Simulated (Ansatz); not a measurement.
Ni (Im-3m); total moment held at 0.42 μB.

```
CELL_PARAMETERS angstrom
-1.38372 1.38372 1.38372
1.38372 -1.38372 1.38372
1.38372 1.38372 -1.38372
ATOMIC_POSITIONS crystal
Ni 0.00000 0.00000 0.00000
```

The geometry is a structure from the Materials Project, held fixed and not relaxed.

Settings: LDA, 17×17×17 k mesh, Fermi–Dirac smearing of 0.05 eV. PAW means Ansatz 0.2.0 on its default frozen-core files. Site moments are integrated in spheres about the atoms. Start moments (μB): Ni 0.42.

Iteration by iteration:

| iteration | Harris–Foulkes energy less the last (meV) | density residual (eV) | M (μB) | ∫|m| (μB) |
| --- | --- | --- | --- | --- |
| 1 | 6.422 | 9.4e-03 | 0.4200 | 0.4265 |
| 2 | 4.893 | 5.6e-03 | 0.4200 | 0.4315 |
| 3 | -0.714 | 3.4e-03 | 0.4200 | 0.4517 |
| 4 | -0.328 | 1.7e-03 | 0.4200 | 0.4526 |
| 5 | -0.028 | 1.6e-04 | 0.4200 | 0.4540 |
| 6 | -0.006 | 8.2e-06 | 0.4200 | 0.4554 |
| 7 | 0.000 | 2.3e-07 | 0.4200 | 0.4559 |
| 8 | 0.000 | 1.3e-09 | 0.4200 | 0.4560 |

Site moments (μB): Ni 0.44. Cell moment 0.42 μB.

The PAW files were made with PBE; the program remakes their cores once for the run's functional and then keeps them frozen. The Ansatz runs typed with the search for lower states off end where their start leads. The magnetic state is the one that this cell and start allow. It needn't be the compound's measured order, which may need a larger cell or be absent.
